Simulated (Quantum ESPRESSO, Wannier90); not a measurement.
## Wannierisation of YN (rock salt)

Structure: Materials Project mp-2114, symmetrised, not relaxed again. COD (Crystallography Open Database) has an entry of this formula and space group (matched by these alone). Computed values, not measurements, from PBEsol: Quantum ESPRESSO (norm-conserving PseudoDojo potentials, cutoff 68 Ry, spinors with spin-orbit coupling) on a Γ-centred 8×8×8 mesh, then Wannier90. Density: 12×12×12 mesh, Gaussian smearing 0.01 Ry. The gap is small at this level and was sampled on the meshes and a path alone.

```
begin unit_cell_cart
ang
    0.0000000000    2.4483600000    2.4483600000
    2.4483600000    0.0000000000    2.4483600000
    2.4483600000    2.4483600000    0.0000000000
end unit_cell_cart
mp_grid = 8 8 8
```

Task: Which shells of neighbouring k-points and which b-vectors and weights does Wannier90 pick for this cell and mesh?

Result: 
```
 *---------------------------------- K-MESH ----------------------------------*
 +----------------------------------------------------------------------------+
 |                    Distance to Nearest-Neighbour Shells                    |
 |                    ------------------------------------                    |
 |          Shell             Distance (Ang^-1)          Multiplicity         |
 |          -----             -----------------          ------------         |
 |             1                   0.277808                      8            |
 |             2                   0.320785                      6            |
 |             3                   0.453659                     12            |
 |             4                   0.531962                     24            |
 |             5                   0.555617                      8            |
 |             6                   0.641571                      6            |
 |             7                   0.699136                     24            |
 |             8                   0.717298                     24            |
       ... (lines left out)
 +----------------------------------------------------------------------------+
 | The b-vectors are chosen automatically                                     |
 | The following shells are used:                       1                     |
 +----------------------------------------------------------------------------+
 |                        Shell   # Nearest-Neighbours                        |
 |                        -----   --------------------                        |
 |                          1               8                                 |
 +----------------------------------------------------------------------------+
 | Completeness relation is fully satisfied [Eq. (B1), PRB 56, 12847 (1997)]  |
 +----------------------------------------------------------------------------+
 |                  b_k Vectors (Ang^-1) and Weights (Ang^2)                  |
 |                  ----------------------------------------                  |
 |            No.         b_k(x)      b_k(y)      b_k(z)        w_b           |
 |            ---        --------------------------------     --------        |
 |             1         0.160393    0.160393   -0.160393     4.858932        |
 |             2         0.160393   -0.160393    0.160393     4.858932        |
 |             3        -0.160393    0.160393    0.160393     4.858932        |
 |             4         0.160393    0.160393    0.160393     4.858932        |
 |             5        -0.160393   -0.160393    0.160393     4.858932        |
 |             6        -0.160393    0.160393   -0.160393     4.858932        |
 |             7         0.160393   -0.160393   -0.160393     4.858932        |
 |             8        -0.160393   -0.160393   -0.160393     4.858932        |
```
